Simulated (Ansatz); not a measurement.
All numbers below come from DFT PBE, scalar-relativistic, plane waves, PAW (Ansatz). Cutoff 420 eV, Γ-centred meshes of about 0.25 Å⁻¹ or finer for metals and 0.3 Å⁻¹ for insulators (2π included), Gaussian smearing. No spin polarisation.

Relaxed structures of TiSi₆Mo, with energies over the first row. Coordination counts Si atoms around Mo and Ti (those within 1.25 times the shortest such distance or 1.15 times the sum of covalent radii).

| # | form | sites | V (Å³/atom) | coordination | ΔE (meV/atom) |
| --- | --- | --- | --- | --- | --- |
| 1 | Amm2 | Ti 2a; Si 2a, 2a, 2b, 2b, 2a, 2b; Mo 2b | 14.6 | Ti 10, Mo 10 | 0 |
| 2 | R3m | Ti 3a; Si 18c; Mo 3a | 14.9 | Ti 12, Mo 12 | 105 |

A further structure, relaxed alike:

```xyz
8
Lattice="3.3278 0.0000 0.0000 0.0000 3.3278 0.0000 0.0000 0.0000 10.2188" Properties=species:S:1:pos:R:3 pbc="T T T"
Ti    0.0000    0.0000    0.0000
Si    1.6639    1.6639    8.9031
Si    1.6639    1.6639    1.3157
Si    0.0000    0.0000    7.6870
Si    0.0000    0.0000    2.5318
Si    1.6639    1.6639    6.4015
Si    1.6639    1.6639    3.8173
Mo    0.0000    0.0000    5.1094
```

**Question.** Where does it fall in the ranking, and at what energy?

**Answer.** It falls between rows 1 and 2, 17 meV/atom above row 1, with space group P4/mmm (No. 123) and 14.1 Å³/atom. Counting Si atoms around Mo and Ti, this cell and row 1 both have Ti 10, Mo 10. This cell holds Si–Si bonds in all directions (shortest 2.50 Å); row 1 holds Si–Si nets (shortest 2.33 Å). Ti has 2 Si at 2.53 Å, 8 Si at 2.70 Å and 4 Ti at 3.33 Å; around Si on its first site lie 6 Si at 2.50–2.65 Å and 4 Ti at 2.70 Å; Si on its second site has 1 Ti at 2.53 Å, 1 Mo at 2.58 Å, 8 Si at 2.65–2.68 Å and 4 Si at 3.33 Å; Mo is surrounded by 10 Si at 2.58–2.68 Å and 4 Mo at 3.33 Å; 1 more site not described.

For metals, differences of a few meV/atom aren't resolved. Trial moments fell under 0.15 μB along the way in Amm2, P4/mmm and R3m; another start might hold them. Row 1 has imaginary phonons (to 111i cm⁻¹), so it is a saddle point at this level. With atoms moved at random, the further cell came back. Row 2 had no clear such test and can be a saddle point.
